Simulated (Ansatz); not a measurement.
BAs:
```xyz
8
Lattice="5.8891 0.0000 0.0000 0.0000 5.8891 0.0000 0.0000 0.0000 3.3896" Properties=species:S:1:pos:R:3 pbc="T T T"
B      1.9006     3.9885     0.0000
B      3.9885     1.9006     0.0000
B      4.8451     4.8451     1.6948
B      1.0439     1.0439     1.6948
As     1.8764     1.8764     0.0000
As     4.0127     4.0127     0.0000
As     1.0682     4.8209     1.6948
As     4.8209     1.0682     1.6948
```

Relaxed with PBE. Special points in fractions of this cell's reciprocal vectors: Γ (0.000, 0.000, 0.000); X (0.000, 0.500, 0.000); M (0.500, 0.500, 0.000); Z (0.000, 0.000, 0.500); R (0.000, 0.500, 0.500); A (0.500, 0.500, 0.500).

Question: List the band energies nearest the valence-band maximum at these points for PBE in the plane-wave PAW code Ansatz.

Answer: In eV from the valence-band maximum; about four levels below and three above (degenerate sets whole), none deeper than 8.9 eV; points with the same levels are listed once.

| k | below | above |
|---|---|---|
| Γ | -0.68 -0.27 0.00 0.00 | 1.18 2.29 2.31 2.31 |
| X | -1.67 -1.67 -1.29 -1.29 | 2.04 2.04 3.00 3.00 |
| M | -2.49 -2.49 -2.14 -2.14 | 2.41 2.41 2.69 2.69 |
| Z | -3.44 -3.44 -3.42 -3.42 | 1.85 1.85 4.78 4.78 |
| R | -3.21 -3.21 -2.01 -2.01 | 1.56 1.56 3.60 3.60 |
| A | -2.76 -2.76 -2.68 -2.68 | 1.14 1.14 2.13 2.13 |

Space group P4_2/mnm. The start of the workflow was typed in or built on a structure type; neither database checked (COD, Materials Project) lists it. It is not the phase usual at ambient conditions (space group No. 216). The cell was relaxed with PBE under the symmetry of its start; whether a distortion lowers the energy is not shown. Spin–orbit coupling is left out wherever it is not named.

Potentials: the earlier of the program's two PAW sets.
